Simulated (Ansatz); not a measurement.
Phonons of a relaxed structure of MgO by density-functional perturbation theory (low response-accuracy setting, no LO–TO term) at Γ and zone-boundary points with q components 0 or ½ of the primitive reciprocal vectors. Calculation: r2SCAN (plane waves to 500 eV, PAW, scalar-relativistic; Ansatz, a program for electronic structure). Γ-centred k-mesh 10×10×10, Fermi–Dirac smearing 0.05 eV.

```
MgO
1.0
    0.00000     2.10379     2.10379
    2.10379     0.00000     2.10379
    2.10379     2.10379     0.00000
O Mg
1 1
Cartesian
  0.00000   0.00000   0.00000
  2.10379   2.10379   2.10379
```

Space group Fm-3m (No. 225), rock salt type.

| q | wavenumbers (cm⁻¹; i marks imaginary) |
|---|---|
| Γ | 0 (×3), 398 (×3) |
| L (½, 0, 0) | 278 (×2), 366 (×2), 551, 580 |
| X (½, ½, 0) | 295 (×2), 427, 450 (×2), 558 |

**Question.** What do these wavenumbers say about the structure?

**Answer.** No instability shows at these points (nothing beyond 15i cm⁻¹, the threshold used here). Other wavevectors were not sampled, so this does not prove stability.

No spin polarisation in the result.
